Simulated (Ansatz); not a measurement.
## Axial (c/a) deformation path in CdH2O2

These are results of Ansatz, DFT PBEsol, scalar-relativistic, plane waves, PAW, not measurements. Settings: plane waves to 420 eV, k-mesh 12×12×8 (Γ-centred), Gaussian smearing 0.05 eV. No spin polarisation. Energies are free energies at this smearing, counted from the undisturbed cell; pressure is positive in compression.

The undisturbed cell (as given, not relaxed at this level; it stands at -0.6 GPa, and it needn't be the usual structure):

```
CELL_PARAMETERS angstrom
3.51553 0.00000 0.00000
-1.75776 3.04453 0.00000
0.00000 0.00000 4.64298
ATOMIC_POSITIONS crystal
Cd 0.00000 0.00000 0.00000
H 0.66667 0.33333 0.55096
H 0.33333 0.66667 0.44904
O 0.66667 0.33333 0.75937
O 0.33333 0.66667 0.24063
```

The cell holds layers and no dispersion correction was added, so their binding is poorly described.

At fixed volume and fractional coordinates, lengths along (0.000, 0.000, 1.000) are scaled against those across it; ρ is that ratio over its starting value.

| ρ | ΔE (meV/atom) | pressure (GPa) | gap on the mesh (eV) |
| --- | --- | --- | --- |
| 0.800 | 325.4 | 13.7 | 1.39 |
| 0.850 | 172.6 | 8.9 | 1.51 |
| 0.920 | 48.5 | 3.8 | 1.61 |
| 0.960 | 13.8 | 1.4 | 1.63 |
| 1.000 | 0.0 | -0.6 | 1.62 |
| 1.050 | 6.7 | -2.7 | 1.57 |
| 1.100 | 34.9 | -4.5 | 1.48 |
| 1.200 | 139.3 | -7.3 | 1.14 |